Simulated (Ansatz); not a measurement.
The cell is a 12-atom cell of CaCd₃F₈ built on the fluorite structure (relaxed group Cmmm); cell and atoms were relaxed with r2SCAN. The symmetry is Cmmm (No. 65, orthorhombic); a = 7.643 Å, b = 10.804 Å, c = 3.817 Å in the conventional setting, 13.13 Å³ an atom. Cd is surrounded by 8 F at 2.34 Å; F is surrounded by 3 Cd at 2.34 Å and 1 Ca at 2.35 Å; F is surrounded by 2 Cd at 2.34 Å and 2 Ca at 2.34 Å; F is surrounded by 4 Cd at 2.34 Å; Ca is surrounded by 8 F at 2.34–2.35 Å.

```cif
data_structure
_symmetry_space_group_name_H-M 'P 1'
_symmetry_Int_Tables_number 1
_cell_length_a 6.6170
_cell_length_b 6.6170
_cell_length_c 3.8174
_cell_angle_alpha 90.000
_cell_angle_beta 90.000
_cell_angle_gamma 109.442
_cell_volume 157.61
loop_
_atom_site_label
_atom_site_type_symbol
_atom_site_fract_x
_atom_site_fract_y
_atom_site_fract_z
_atom_site_occupancy
Cd1 Cd 0.00000 0.50000 0.00000 1
F1 F 0.37600 0.12568 0.50000 1
F2 F 0.12568 0.37600 0.50000 1
Cd2 Cd 0.50000 0.50000 0.50000 1
F3 F 0.87436 0.12564 0.00000 1
F4 F 0.62485 0.37515 0.00000 1
Ca1 Ca 0.00000 0.00000 0.50000 1
F5 F 0.37515 0.62485 0.00000 1
F6 F 0.12564 0.87436 0.00000 1
Cd3 Cd 0.50000 0.00000 0.00000 1
F7 F 0.87432 0.62400 0.50000 1
F8 F 0.62400 0.87432 0.50000 1
```

The questions ask for values computed with Ansatz 0.2.0 on this geometry. The cell comes from a prototype generator: it can be a known phase or a hypothetical one. No magnetic order is allowed.

Given (4×4×6 mesh): The PBE gap is indirect, 3.67 eV (Z to Γ), below the direct gap of 3.79 eV at Γ.

(1) What does PBE+SOC give for the gap (4×4×6 mesh)?

(2) How does the gap change from PBE to r2SCAN (4×4×6)?

(3) Order these levels by the gap that they give, smallest first.
A. r2SCAN
B. PBE
C. HSE06
D. PBE0

(4) What are ε∞ and the Born charges with r2SCAN?

(5) What do these levels agree on?

## Answers

(1) PBE+SOC gives an indirect gap of 3.67 eV, from Z to Γ; the least direct gap is 3.76 eV at Γ. The gap differs by 0.00 eV from PBE's.

(2) With r2SCAN the valence top lies at Z and the conduction bottom at Γ, 4.35 eV higher; the smallest vertical gap, at Γ, is 4.48 eV. The gap differs by +0.68 eV from PBE's.

(3) B (3.67 eV), A (4.35 eV), C (5.76 eV), D (6.51 eV).

(4) The clamped-ion dielectric constant comes out as 2.52 along all three axes, to this precision. Born charges, averaged over directions: Cd +2.42, F -1.21, Ca +2.41 e. The program notes that the ground state's band table doesn't vouch for all the bands that the response reads.

(5) r2SCAN covers 33 % of the step from PBE to HSE06. For gaps to 0.1 eV, spin-orbit coupling (up to 0.03 eV here) can be left out. All these functionals give a gap of the same kind, indirect.

Only the levels marked +SOC include spin-orbit coupling.

The meshes of the hybrids are coarse, so their gaps aren't converged to the digits shown.
